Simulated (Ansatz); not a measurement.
## Order these states of Ca2Cd3FeP4 by energy

Ca2Cd3FeP4 is taken as a small unrelaxed cell with one substitutional d or f atom, 10 atoms in the cell. One Cd of COD entry 7221218 is replaced by Fe, with no charge compensation.

```
Cd Fe Ca P
1.0
     4.27700    0.00000    0.00000
    -2.13850    3.70399    0.00000
     0.00000    0.00000   14.06200
Cd Fe Ca P
3 1 2 4
Cartesian
  0.0000 2.4693 4.4780
  0.0000 2.4693 11.5090
  2.1385 1.2347 2.5530
  2.1385 1.2347 9.5840
  0.0000 0.0000 0.0000
  0.0000 0.0000 7.0310
  0.0000 2.4693 1.6910
  0.0000 2.4693 8.7220
  2.1385 1.2347 5.3400
  2.1385 1.2347 12.3710
```

Site labels below count the atoms in this order, from 1.

Theory: Ansatz, DFT, LDA+U, PAW, plane waves, scalar-relativistic.

```yaml
Hubbard_term_Dudarev_form: U − J = 5.3 eV on Fe d, on Löwdin-orthonormalised all-electron atomic orbitals
Plane-wave_cutoff: 420 eV
k-point_mesh: 4×4×1 (Γ-centred)
Occupations: Fermi–Dirac smearing, 0.02 eV
Valence_electrons: 116
```

Moments by site are taken inside atomic spheres; the rest lies between them.

A static U favours moments and orbital order; the result depends on U and need not be the measured state. With one magnetic atom in the cell its copies can only be parallel; orders in a larger cell may lie lower.

The mesh is too coarse to rank close states of a metal with certainty: differences of some tens of meV/atom may change, at times in sign.

Orders that need a larger cell or non-collinear spins weren't tried.

Q: All of these are converged solutions of the same Hamiltonian in the same cell. Rank them by free energy, lowest first.
A. non-magnetic (no spin polarisation), no gap on the k-mesh; pressure -7.9 GPa
B. spin-polarised, site moments Fe4 2.87 μB, total 2.85 μB per cell, no gap on the k-mesh; pressure -6.3 GPa
C. spin-polarised, site moments Fe4 3.58 μB, total 4.00 μB per cell, a gap of 0.62 eV on the k-mesh; pressure -5.7 GPa
D. spin-polarised, site moments Fe4 3.14 μB, total 3.61 μB per cell, no gap on the k-mesh; pressure -6.2 GPa

A: C (0.0 meV/atom), D (33.6 meV/atom), B (54.7 meV/atom), A (344 meV/atom).
